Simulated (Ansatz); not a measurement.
In plane-wave PAW PBE (Ansatz code), BAs in the hexagonal phase (P6_422; B on 3c, As on 3d) relaxes to a = 3.459 Å, c = 7.481 Å. Its formation energy from the elements is 0.42 eV/atom, with no fitted shifts.

It is gapped at this level: 0.48 eV (indirect). The valence maximum lies at Γ and the conduction minimum at M (3 equivalent valleys). Gap from PBE with spin–orbit coupling: 0.47 eV (the band order may be inverted). The electron mass is 0.21, 0.33, 0.35 mₑ (principal values). The hole mass is 0.18, 0.45, 0.45 mₑ (principal values).

An equation-of-state fit gives a bulk modulus of 136 GPa.

The start of the workflow was typed in or built on a structure type; neither database checked (COD, Materials Project) lists it. It is not the phase usual at ambient conditions (space group No. 216). Symmetry was held in the PBE relaxation; whether a distortion lowers the energy is not shown. Its formation energy is positive at this level, so the cell may be metastable or incomplete. The references are the lowest solids computed at this level, not always the standard phases. Spin–orbit coupling is left out wherever it is not named.

Potentials: the earlier of the program's two PAW sets.
